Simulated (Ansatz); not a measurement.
Na2S:
```xyz
3
Lattice="0.0000 3.2556 3.2556 3.2556 0.0000 3.2556 3.2556 3.2556 0.0000" Properties=species:S:1:pos:R:3 pbc="T T T"
Na     1.6278     1.6278     1.6278
Na     4.8834     4.8834     4.8834
S      0.0000     0.0000     0.0000
```

Relaxed with r²SCAN.

### Question
Give the Bader charges and basin volumes of the independent atoms, r²SCAN (plane waves, PAW; program Ansatz).

### Answer


```tsv
atom	Bader charge (e)	Bader volume (Å³)
Na1	+0.83	10.3
S3	-1.66	48.4
```

Space group Fm-3m (anti-fluorite). The r²SCAN relaxation kept the symmetry of its start.

Potentials: the later of the program's two PAW sets.
